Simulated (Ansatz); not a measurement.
This cell of TaN (rock salt) is off equilibrium:

```xyz
2
Lattice="0.0000 2.2170 2.1874 2.2170 0.0000 2.1874 2.2170 2.2170 0.0000" Properties=species:S:1:pos:R:3 pbc="T T T"
N      0.0000     0.0000     0.0000
Ta     2.2170     2.2170     2.1874
```

All values below come from PBEsol (plane waves to 420 eV, PAW, scalar-relativistic; Ansatz, an electronic-structure program). k mesh 18×18×18 (Γ-centred), Fermi-Dirac smearing 0.05 eV. E stands for the smeared free energy. Compression counts positive. With partly filled bands, the response to shear is sensitive to the k mesh, so small differences along c/a are uncertain. Spin-orbit coupling is left out, though Ta is heavy. TaN is run without spin polarisation. TaN was relaxed with its symmetry unable to fall. This is a high-temperature form of TaN.

Problem. Give the stress tensor in GPa and the pressure.

Solution. 
```
  -11.2      0.0      0.0
    0.0    -11.2      0.0
    0.0      0.0     -3.7
```
The pressure, a third of the trace, is -8.7 GPa.

Problem. It is the relaxed cell deformed to V/V₀ = 1.027, (c/a)/(c/a)₀ = 0.987, c along z, fractional positions held. What is its energy relative to the relaxed cell?

Solution. 10 meV/atom.

(A scan under strain: stresses follow from slopes of the energy per volume, elastic moduli from its curvatures.)
